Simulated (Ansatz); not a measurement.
A distorted cell of Cd (hcp, Mg type):

```yaml
crystal:
  lattice:
    - [2.96202, 0.00000, 0.00000]
    - [-1.48101, 2.56519, 0.00000]
    - [0.00000, 0.00000, 5.79795]
  atoms:
    - { symbol: Cd, position: [0.33333, 0.66667, 0.75000] }
    - { symbol: Cd, position: [0.88883, 0.49597, 0.25000] }
```

These are r2SCAN (plane waves to 500 eV, PAW, scalar-relativistic; Ansatz, a first-principles code) values and carry that method's errors. k mesh 14×14×7 (Γ-centred), Fermi-Dirac smearing 0.05 eV. E stands for the smeared free energy. Stress and pressure are positive under compression. With partly filled bands, energies and forces of such displacements shift with the k mesh and the smearing. On this mesh the relaxed cell isn't quite at rest: it carries a pressure of 0.2 GPa (compression positive) at the zero of the scan. Cd was relaxed with its symmetry unable to fall.

### Question
What forces act on the atoms (eV/Å, Cartesian)?

### Answer
```json
[
 {"atom": "Cd1", "Fx": "0.155", "Fy": "0.076", "Fz": "0.000"},
 {"atom": "Cd2", "Fx": "-0.155", "Fy": "-0.076", "Fz": "0.000"}
]
```

### Question
In it atom 2 sits (0.417, 0.417, 0.000) Å away from its relaxed site. What is its energy relative to the relaxed cell?

### Answer
49.9 meV/cell.

(For displaced atoms, the force is minus the slope of the energy, and its curvature is a force constant, which sets phonon frequencies.)
